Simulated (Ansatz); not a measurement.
Consider the following.

TiZn2O4:
```
TiZn2O4
1.0
   -2.94107     2.97994     4.30694
    2.94107    -2.97994     4.30694
    2.94107     2.97994    -4.30694
Ti Zn O
2 4 8
Direct
  0.50000   0.50000   0.00000
  0.00000   0.50000   0.50000
  0.88891   0.13891   0.75000
  0.11109   0.86109   0.25000
  0.50000   0.50000   0.50000
  0.50000   0.00000   0.00000
  0.28772   0.27453   0.01319
  0.71228   0.72547   0.98681
  0.76135   0.27453   0.48681
  0.23865   0.72547   0.51319
  0.75301   0.27840   0.02539
  0.24699   0.72160   0.97461
  0.75301   0.72762   0.47461
  0.24699   0.27238   0.52539
```

This is the r²SCAN-relaxed structure. Tensor components refer to the Cartesian frame of this cell.

### Question
All from the program Ansatz at the r²SCAN level (PAW), unless another level is named. Estimate the Debye temperature from the elastic constants.

### Answer
529 K.

### Question
Next, the elastic constants (relaxed ions, GPa)?

### Answer
C11 = 258, C22 = 343, C33 = 227, C12 = 99.2, C13 = 151, C23 = 135, C44 = 84.5, C55 = 79.7, C66 = 39.2.

Space group Imma. The first step of the workflow began from a Materials Project structure, measured or hypothetical; the Crystallography Open Database copy checked does not list it. COD files the formula under space group No. 95. With Ti and Zn taken as one species the cell has the higher symmetry Fd-3m, so it may be an ordered model of a mixed-site phase. Whether it is the stable phase at ambient conditions was not checked. The cell was relaxed with r²SCAN under the symmetry of its start; its stability against distortions is not shown here. The run is not spin-polarised.

Potentials: the later of the program's two PAW sets.
